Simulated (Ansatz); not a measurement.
SiNF:
```xyz
3
Lattice="2.9100 0.0000 0.0000 -1.4550 2.5201 0.0000 0.0000 0.0000 4.7700" Properties=species:S:1:pos:R:3 pbc="T T T"
Si     0.0000     0.0000     1.7617
N      1.4550     0.8400     1.3110
F      0.0000     0.0000     3.3747
```

Relaxed with PBE+D3(BJ). Special points in fractions of this cell's reciprocal vectors: Γ (0.000, 0.000, 0.000); M (0.500, 0.000, 0.000); K (0.333, 0.333, 0.000); A (0.000, 0.000, 0.500); L (0.500, 0.000, 0.500); H (0.333, 0.333, 0.500).

Question: List the band energies nearest the valence-band maximum at these points for the program Ansatz at the PBE+D3(BJ) level (PAW).

Answer: In eV from the valence-band maximum; about four levels below and three above (degenerate sets whole), none deeper than 8.9 eV; … stands for higher levels left out; points with the same levels are listed once.

```
k                          below            above
-  -----------------------------  ---------------
Γ  -2.67 -2.67 -1.82 -1.82 -1.36      5.22 9.21 …
M        -4.07 -3.87 -2.21 -0.57  4.90 8.91 11.31
K        -4.57 -3.69 -3.15 -0.37  7.69 9.24 11.10
A  -2.62 -2.62 -2.51 -1.87 -1.87      5.99 9.44 …
L        -4.19 -3.79 -2.33 -0.33  4.88 8.14 11.57
H         -4.04 -3.95 -3.34 0.00  7.84 8.24 11.39
```

Space group P3m1. The start of the workflow was typed in or built on a structure type; neither database checked (COD, Materials Project) lists it. Whether it is the stable phase at ambient conditions was not checked. Symmetry was held in the PBE+D3(BJ) relaxation; whether a distortion lowers the energy is not shown. The volume moved by -24 % from the start of the relaxation.

Potentials: the earlier of the program's two PAW sets.
